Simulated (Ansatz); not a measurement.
# LiPb: energy along a strain

LiPb, Pm-3m, a = 3.522 Å (as given, not relaxed at this level: -0.3 GPa). The structure is a COD entry; whether it is the stable form wasn't checked. Ansatz: PBEsol, PAW, 420 eV, Γ-centred 14×14×14 mesh on 2 atoms, Gaussian smearing 0.15 eV; no spin polarisation. Cell vectors (Å): 3.522 0.000 0.000; 0.000 3.522 0.000; 0.000 0.000 3.522. The cell is strained by x per cent times the pattern (1 1 0 0 0 0) in the order xx yy zz yz xz xy (engineering shears), with fractional coordinates held. y is the free energy over the start, V0 = 21.844 Å³/atom.

| x (%) | y (meV/atom) |
| --- | --- |
| -2.00 | ? |
| -1.50 | 1.38 |
| -1.00 | 0.33 |
| -0.50 | -0.12 |
| 0.00 | 0.00 |
| 0.50 | 0.68 |
| 1.00 | 1.89 |
| 1.50 | 3.61 |
| 1.75 | 4.66 |
| 2.00 | 5.83 |

Fit y = c1 x + c2 x² + c3 x³ to the other rows, get the stiffness along the pattern, and predict the missing energy.

Least squares on the rows shown. y = 0.8066 x + 1.109 x² − 0.02775 x³. The clamped-ion stiffness p·C·p = 2 × 11.09 eV × 160.2 / 21.844 Å³ = 163 GPa; c1 is there for the stress left in the start, which by itself gives a slope of 0.81 meV/atom per %. At x = -2.00 the fit asked for gives 3.04 meV/atom. The run gave 3.08 meV/atom, so the fit is 0.04 meV/atom too low, a small miss on the scale of the series.

Spin–orbit coupling is left out, which can shift energies with elements as heavy as these.